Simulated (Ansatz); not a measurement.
ZnCu2GeS4 in space group I-4 (No. 82; Pearson symbol tI16), DFT-PBEsol in the program Ansatz with PAW potentials. The conduction-band minimum lies at Γ, with 1 equivalent valley. Second derivatives d²E/dk² of the lowest band at one valley (eV·Å²), along Cartesian directions:

| direction | d²E/dk² |
|---|---|
| [100] | 62.15 |
| [010] | 62.15 |
| [001] | 66.38 |
| [110] | 62.11 |
| [101] | 64.23 |
| [011] | 64.23 |

Problem. Find the principal effective masses, the density-of-states mass and the conductivity mass.

Solution. Off-diagonal terms follow from H_xy = H[110] − (H_xx + H_yy)/2, and m*/mₑ = 7.620 eV·Å² over each eigenvalue: 0.11, 0.12, 0.12. One valley's DOS mass (m₁m₂m₃)^(1/3) = 0.12, conductivity mass 3/(Σ 1/mᵢ) = 0.12 mₑ.

Problem. What effective density of states Nc follows at 300 K for parabolic valleys?

Solution. Nc = 2.509e19 × 1 × (0.12)^(3/2) ≈ 1.0e18 cm⁻³.

The cell was relaxed with PBEsol under the symmetry of its start. No spin polarisation was allowed. Spin–orbit coupling is left out wherever it is not named.

Potentials: the later of the program's two PAW sets.

Edges and masses are those of Kohn–Sham bands, whose gap is no quasiparticle gap.
